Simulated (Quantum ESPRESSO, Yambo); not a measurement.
Rb3RhF6 (space group Fm-3m, No. 225): one geometry, one set of PBEsol (Quantum ESPRESSO, PseudoDojo norm-conserving, 88 Ry, no spin-orbit coupling) orbitals, self-energies from Yambo (2×2×2 Γ-centred k mesh, bands 5 to 282 and a 7 Ry block in the screening, 282 bands in G with the Bruneval-Gonze terminator, plasmon pole fitted at 27.2 eV).

```
level                                                        gap X → X (eV)
-----------------------------------------------------------  --------------
PBEsol (Quantum ESPRESSO)                                              2.11
exchange only (Hartree-Fock self-energy on PBEsol orbitals)           14.51
static COHSEX@PBEsol                                                    ___
G0W0@PBEsol, plasmon pole                                               ___
```

Question: Complete the blanks.

Answer: 
- static COHSEX@PBEsol, gap X → X (eV): 6.86
- G0W0@PBEsol, plasmon pole, gap X → X (eV): 5.84

Bare exchange has no screening and gives the widest gap; static COHSEX screens it but leaves out the frequency dependence, which G0W0 restores.

Convergence of the G0W0 settings was not tested. The k mesh is coarse.

Geometry of the Materials Project entry, not relaxed at this level; primitive cell a = b = c = 6.4438 Å, α = β = γ = 60.00°.

The structure is a Materials Project entry; no match was found in the copy of COD used, and its stability was not checked.
